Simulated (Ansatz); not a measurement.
Relaxed-ion elastic tensor of SiC3 in space group P-4m2 (No. 115; C on 1a, C on 2g, Si on 1c) in GPa (Voigt order), PBEsol in the plane-wave PAW code Ansatz; density 3.35 g/cm³, 7.94 Å³ per atom.

|  | 1 | 2 | 3 | 4 | 5 | 6 |
|---|---|---|---|---|---|---|
| 1 | 655 | 26.2 | 144 | 0.0 | 0.0 | 0.0 |
| 2 | 26.2 | 655 | 144 | 0.0 | 0.0 | 0.0 |
| 3 | 144 | 144 | 683 | 0.0 | 0.0 | 0.0 |
| 4 | 0.0 | 0.0 | 0.0 | 308 | 0.0 | 0.0 |
| 5 | 0.0 | 0.0 | 0.0 | 0.0 | 308 | 0.0 |
| 6 | 0.0 | 0.0 | 0.0 | 0.0 | 0.0 | 177 |

Is the crystal mechanically stable?

Yes: the smallest eigenvalue of C is 177 GPa.

Work out the Voigt, Reuss and Hill averages.

K_V = 291, K_R = 288, K_H = 289; G_V = 270, G_R = 257, G_H = 264 GPa.

Give Young's modulus, Poisson's ratio, Pugh's ratio and the universal anisotropy index.

E = 9KG/(3K + G) = 607 GPa; ν = 0.15; K/G = 1.10 (brittle by the Pugh limit of 1.75); A_U = 5G_V/G_R + K_V/K_R − 6 = 0.27.

Estimate the sound speeds and the Debye temperature.

v_l = √((K + 4G/3)/ρ) = 13800 m/s, v_t = √(G/ρ) = 8870 m/s, mean 9740 m/s; Θ = (h/k)(3n/4πV)^(1/3) v_m = 1450 K.

Solve the Christoffel equation for the three sound speeds along x, y, z.

Eigenvalues of C_ijkl n_j n_l equal ρv² (piezoelectric stiffening left out). In km/s, slowest first: x 7.26, 9.57, 13.97; y 7.26, 9.57, 13.97; z 9.57, 9.57, 14.26.

How much does each axis shrink under pressure?

Linear compressibilities β_i = Σ_j S_ij (j = 1 to 3): x 1.3, y 1.3, z 0.93 per TPa.

The start of the workflow was typed in or built on a structure type; neither database checked (COD, Materials Project) lists it. Its standing as an ambient phase is unchecked. The cell was relaxed with PBEsol under the symmetry of its start; its stability against distortions is not shown here. Its formation energy is positive at this level, so the cell may be metastable or incomplete.

Potentials: the earlier of the program's two PAW sets. The files were generated under PBE; for other functionals the program regenerates the frozen cores, and for LDA and PBEsol the local potential too.
